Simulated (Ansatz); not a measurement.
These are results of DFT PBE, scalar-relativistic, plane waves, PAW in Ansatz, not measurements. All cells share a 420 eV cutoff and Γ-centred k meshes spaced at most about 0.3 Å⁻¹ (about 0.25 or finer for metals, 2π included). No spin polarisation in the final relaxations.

All energies are static (0 K, no zero-point motion). All come from trial cells, and lower structures may exist.

Question: These unrelaxed guesses for BeS₂ are each relaxed within their symmetry. Order them by the energy at which they end, lowest first.
A.

Space group P4/mmm (No. 123). a = 2.914 Å, b = 2.914 Å, c = 6.013 Å, α = 90.00°, β = 90.00°, γ = 90.00°
```csv
atom,site,symmetry,x,y,z
Be,1a,4/mmm,0.0000,0.0000,0.0000
S,2h,4mm,0.5000,0.5000,0.2950
```

B.

Space group I4/mmm (No. 139). a = 4.496 Å, b = 4.496 Å, c = 5.429 Å, α = 90.00°, β = 90.00°, γ = 90.00°
```csv
atom,site,symmetry,x,y,z
Be,2a,4/mmm,0.0000,0.0000,0.0000
S,4c,mmm.,0.0000,0.5000,0.0000
```

C.

Space group Pn-3m:1 (No. 224). a = 4.760 Å, b = 4.760 Å, c = 4.760 Å, α = 90.00°, β = 90.00°, γ = 90.00°
```json
{"atom": "Be", "site": "2a", "symmetry": "-43m", "x": "0.0000", "y": "0.0000", "z": "0.0000"}
{"atom": "S", "site": "4b", "symmetry": ".-3m", "x": "0.2500", "y": "0.2500", "z": "0.2500"}
```

D.

Space group P-3m1 (No. 164). a = 3.463 Å, b = 3.463 Å, c = 4.246 Å, α = 90.00°, β = 90.00°, γ = 120.00°
| atom | site | symmetry | x | y | z |
| --- | --- | --- | --- | --- | --- |
| Be | 1a | -3m. | 0.0000 | 0.0000 | 0.0000 |
| S | 2d | 3m. | 0.6667 | 0.3333 | 0.2932 |

Answer: D (ends in P-3m1, cadmium iodide type, 0 meV/atom), C (ends in Pn-3m, anti-cuprite type, 137 meV/atom), B (ends in I4/mmm, 196 meV/atom), A (ends in P4/mmm, 274 meV/atom).

Weakly bound directions are ill-defined at this level, which has no dispersion term (P-3m1), and this can change margins and order among such cells. A magnetic state wasn't ruled out in cells without spin, among them Pn-3m. Cells relaxed within their symmetry can be saddle points. Some types were kept out of the candidates beforehand, so the set may lack a known form.
